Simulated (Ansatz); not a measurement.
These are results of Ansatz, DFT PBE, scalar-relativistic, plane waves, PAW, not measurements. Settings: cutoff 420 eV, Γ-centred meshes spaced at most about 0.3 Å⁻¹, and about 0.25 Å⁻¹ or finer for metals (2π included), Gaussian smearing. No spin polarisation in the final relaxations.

These are static total energies at zero pressure. All come from trial cells, and lower structures may exist.

Question: Which of these relaxed structures of Zn2N is the lowest in energy?
A.

```cif
data_structure
_symmetry_space_group_name_H-M 'P-6m2'
_symmetry_Int_Tables_number 187
_cell_length_a 3.5100
_cell_length_b 3.5100
_cell_length_c 3.9977
_cell_angle_alpha 90.000
_cell_angle_beta 90.000
_cell_angle_gamma 120.000
_cell_volume 42.65
loop_
_atom_site_label
_atom_site_type_symbol
_atom_site_symmetry_multiplicity
_atom_site_Wyckoff_symbol
_atom_site_fract_x
_atom_site_fract_y
_atom_site_fract_z
_atom_site_occupancy
Zn1 Zn 1 b 0.00000 0.00000 0.50000 1
Zn2 Zn 1 c 0.33333 0.66667 0.00000 1
N1 N 1 a 0.00000 0.00000 0.00000 1
```

B.

```cif
data_structure
_symmetry_space_group_name_H-M 'P-6m2'
_symmetry_Int_Tables_number 187
_cell_length_a 3.4497
_cell_length_b 3.4497
_cell_length_c 8.1920
_cell_angle_alpha 90.000
_cell_angle_beta 90.000
_cell_angle_gamma 120.000
_cell_volume 84.43
loop_
_atom_site_label
_atom_site_type_symbol
_atom_site_symmetry_multiplicity
_atom_site_Wyckoff_symbol
_atom_site_fract_x
_atom_site_fract_y
_atom_site_fract_z
_atom_site_occupancy
Zn1 Zn 1 e 0.66667 0.33333 0.00000 1
Zn2 Zn 1 f 0.66667 0.33333 0.50000 1
Zn3 Zn 2 g 0.00000 0.00000 0.72171 1
N1 N 2 i 0.66667 0.33333 0.77358 1
```

Answer: B. It has space group P-6m2 (No. 187); the next, A, with space group P-6m2 (No. 187), lies 45 meV/atom higher. Counting N atoms around Zn (those within 1.25 times the shortest such distance or 1.15 times the sum of covalent radii; a slash parts the counts of unlike sites), the lowest and the next both have Zn 2/3. Even the lowest lies +0.24 eV/atom against the elements.

In P-6m2 at 14.2 Å³/atom an odd number of electrons in the primitive cell allows no gap without spin; a larger cell or a magnetic state could open one. Cells relaxed within their symmetry can be saddle points. The P-6m2 cell of Zn2N came from shaking the P-6m2 one. Some types were kept out of the candidates beforehand, so the set may lack a known form.
